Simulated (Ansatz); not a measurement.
Ti (hcp, Mg type)

```
CELL_PARAMETERS angstrom
      2.93885     0.00000     0.00000
     -1.46943     2.54512     0.00000
      0.00000     0.00000     4.64996
ATOMIC_POSITIONS crystal
  Ti 0.33333 0.66667 0.75000
  Ti 0.66667 0.33333 0.25000
```

This relaxed cell (volume V₀) is scaled evenly in all directions, its shape held. Symmetry pins the atoms to their sites.

The numbers are results of PBE (plane waves to 420 eV, PAW, scalar-relativistic; Ansatz, a program for electronic structure), not measurements. k mesh 18×18×10 (Γ-centred), Fermi-Dirac smearing 0.05 eV. Energies are smeared free energies. Stress and pressure are positive under compression. With the shape held, the modulus is that of even scaling; a crystal free to change shape is softer. The PAW data are Ansatz's earlier set. Ti is run without spin polarisation. Ti was relaxed with its symmetry unable to fall. ΔE is measured from the relaxed starting cell. The last digit holds for this mesh only.

```
V (Å³/atom)  ΔE (meV/atom)
-----------  -------------
14.608               202.0
15.072               134.0
15.535                82.0
15.999                44.1
16.463                18.8
16.926                 4.5
17.390                 0.0
17.854                 4.2
18.318                16.0
18.781                34.5
19.245                59.1
19.709                88.8
20.173            withheld
```

Task: Fit a third-order Birch-Murnaghan form (E₀, V₀, B₀, B₀′ free) to the given rows and predict ΔE at V = 20.173.

Result: Least squares on the 12 given rows: ΔE = E₀ + (9V₀B₀/16)·y²·[2 + (B₀′ − 4)y], y = (V₀/V)^(2/3) − 1, with V₀ = 17.391 Å³/atom, B₀ = 111.7 GPa (160.2 GPa = 1 eV/Å³; the term in eV is multiplied by 1000), B₀′ = 3.59, E₀ = 0.05 meV/atom; root-mean-square residual 0.06 meV/atom. At 20.173 the fit gives 123.4 meV/atom; the calculation gives 123.2 meV/atom, so the extrapolation is off by 0.2 (+0.2 %). For the pressure the fit gives -12.7 GPa against the computed -12.6 GPa.

(Under strain, the slope of the energy per volume gives the stress and its curvature an elastic modulus.)
